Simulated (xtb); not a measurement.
xtb single point, GFN2-xTB, GBSA implicit dimethyl sulfoxide, on bicarbonate, CHO3 (SMILES O=C([O-])O), charge -1, multiplicity 1.

```
xtb m.xyz --gfn 2 --chrg -1 --uhf 0 --norestart --sp --gbsa dmso

5

O     -0.786196     0.972707    -0.000079
C      0.478159     0.249062    -0.000033
O      0.342954    -0.972707    -0.000015
O      1.465589     0.963458     0.000051
H     -1.465589     0.288152     0.000079
```

The program's output:

```

          ...................................................
          :                      SETUP                      :
          :.................................................:
          :  # basis functions                  17          :
          :  # atomic orbitals                  17          :
          :  # shells                            9          :
          :  # electrons                        24          :
          :  max. iterations                   250          :
          :  Hamiltonian                  GFN2-xTB          :
          :  restarted?                      false          :
          :  GBSA solvation                   true          :
          :  PC potential                    false          :
          :  electronic temp.          300.0000000     K    :
          :  accuracy                    1.0000000          :
          :  -> integral cutoff          0.2500000E+02      :
          :  -> integral neglect         0.1000000E-07      :
          :  -> SCF convergence          0.1000000E-05 Eh   :
          :  -> wf. convergence          0.1000000E-03 e    :
          :  Broyden damping             0.4000000          :
          :  net charge                         -1          :
          :  unpaired electrons                  0          :
          ...................................................

 iter      E             dE          RMSdq      gap      omega  full diag
   1    -15.2550384 -0.152550E+02  0.690E+00    7.44       0.0  T
   2    -15.2914771 -0.364387E-01  0.332E+00    6.31       1.0  T
   3    -15.2923370 -0.859944E-03  0.169E+00    6.65       1.0  T
   4    -15.2935877 -0.125065E-02  0.178E-01    6.42       1.0  T
   5    -15.2936297 -0.420372E-04  0.777E-02    6.48       1.0  T
   6    -15.2936350 -0.531196E-05  0.520E-02    6.45       1.0  T
   7    -15.2936458 -0.107194E-04  0.678E-03    6.46       6.6  T
   8    -15.2936458  0.928116E-08  0.362E-03    6.46      12.4  T
   9    -15.2936458 -0.466891E-07  0.345E-04    6.46     129.7  T
  10    -15.2936458 -0.257449E-09  0.110E-04    6.46     405.0  T

   *** convergence criteria satisfied after 10 iterations ***

         #    Occupation            Energy/Eh            Energy/eV
      -------------------------------------------------------------
         1        2.0000           -0.6746618             -18.3585
       ...           ...                  ...                  ...
         6        2.0000           -0.5210438             -14.1783
         7        2.0000           -0.5138842             -13.9835
         8        2.0000           -0.4648761             -12.6499
         9        2.0000           -0.4234303             -11.5221
        10        2.0000           -0.3918013             -10.6615
        11        2.0000           -0.3801776             -10.3452
        12        2.0000           -0.3773985             -10.2695 (HOMO)
        13                         -0.1398966              -3.8068 (LUMO)
        14                          0.1019924               2.7754
        15                          0.1943971               5.2898
        16                          0.4444191              12.0933
        17                          0.7537452              20.5105
      -------------------------------------------------------------
                  HL-Gap            0.2375018 Eh            6.4628 eV
             Fermi-level           -0.2586476 Eh           -7.0382 eV


         :::::::::::::::::::::::::::::::::::::::::::::::::::::
         ::                     SUMMARY                     ::
         :::::::::::::::::::::::::::::::::::::::::::::::::::::
         :: total energy             -15.207459307360 Eh    ::
         :: total w/o Gsasa/hb       -15.201657465405 Eh    ::
         :: gradient norm              0.026673643444 Eh/a0 ::
         :: HOMO-LUMO gap              6.462754161358 eV    ::
         ::.................................................::
         :: SCC energy               -15.293645754968 Eh    ::
         :: -> isotropic ES            0.247850286369 Eh    ::
         :: -> anisotropic ES         -0.007338368889 Eh    ::
         :: -> anisotropic XC         -0.005397903701 Eh    ::
         :: -> dispersion             -0.001945800026 Eh    ::
         :: -> Gsolv                  -0.105168684865 Eh    ::
         ::    -> Gelec               -0.099366842910 Eh    ::
         ::    -> Gsasa               -0.005137446147 Eh    ::
         ::    -> Ghb                 -0.005826133954 Eh    ::
         ::    -> Gshift               0.005161738145 Eh    ::
         :: repulsion energy           0.086186447608 Eh    ::
         :: add. restraining           0.000000000000 Eh    ::
         :: total charge              -1.000000000000 e     ::
         :::::::::::::::::::::::::::::::::::::::::::::::::::::

           -------------------------------------------------
          |                Property Printout                |
           -------------------------------------------------

    * Orbital Energies and Occupations

         #    Occupation            Energy/Eh            Energy/eV
      -------------------------------------------------------------
         1        2.0000           -0.6746618             -18.3585
         2        2.0000           -0.6622263             -18.0201
         3        2.0000           -0.6563158             -17.8593
         4        2.0000           -0.5755607             -15.6618
         5        2.0000           -0.5325987             -14.4927
         6        2.0000           -0.5210438             -14.1783
         7        2.0000           -0.5138842             -13.9835
         8        2.0000           -0.4648761             -12.6499
         9        2.0000           -0.4234303             -11.5221
        10        2.0000           -0.3918013             -10.6615
        11        2.0000           -0.3801776             -10.3452
        12        2.0000           -0.3773985             -10.2695 (HOMO)
        13                         -0.1398966              -3.8068 (LUMO)
        14                          0.1019924               2.7754
        15                          0.1943971               5.2898
        16                          0.4444191              12.0933
        17                          0.7537452              20.5105
      -------------------------------------------------------------
                  HL-Gap            0.2375018 Eh            6.4628 eV
             Fermi-level           -0.2586476 Eh           -7.0382 eV

     #   Z          covCN         q      C6AA      α(0)
     1   8 O        1.649    -0.579    24.671     6.705
     2   6 C        2.555     0.472    19.207     7.163
     3   8 O        0.856    -0.629    26.831     6.945
     4   8 O        0.856    -0.606    26.274     6.872
     5   1 H        0.805     0.342     0.606     1.223

 Mol. C6AA /au·bohr⁶  :        415.095279
 Mol. C8AA /au·bohr⁸  :       8948.049045
 Mol. α(0) /au        :         28.908368

Wiberg/Mayer (AO) data.
largest (>0.10) Wiberg bond orders for each atom

 ---------------------------------------------------------------------------
     #   Z sym  total        # sym  WBO       # sym  WBO       # sym  WBO
 ---------------------------------------------------------------------------
     1   8 O    1.959 --     2 C    0.888     5 H    0.870     3 O    0.102
     2   6 C    3.926 --     4 O    1.535     3 O    1.503     1 O    0.888
     3   8 O    1.813 --     2 C    1.503     4 O    0.203     1 O    0.102
     4   8 O    1.844 --     2 C    1.535     3 O    0.203
     5   1 H    0.883 --     1 O    0.870
 ---------------------------------------------------------------------------


molecular dipole:
                 x           y           z       tot (Debye)
 q only:       -1.748      -0.605       0.000
   full:       -1.920      -0.666       0.000       5.166
molecular quadrupole (traceless):
                xx          xy          yy          xz          yz          zz
 q only:       -0.239      -1.564      -4.294      -0.001       0.000       4.533
  q+dip:       -0.442      -1.657      -5.561      -0.001       0.000       6.003
   full:       -0.483      -1.663      -5.825      -0.001       0.000       6.307

           -------------------------------------------------
          | TOTAL ENERGY              -15.207459307360 Eh   |
          | GRADIENT NORM               0.026673643444 Eh/α |
          | HOMO-LUMO GAP               6.462754161358 eV   |
           -------------------------------------------------
```

The total energy is -413.82 eV, -2.79 eV from the same level's vacuum run.
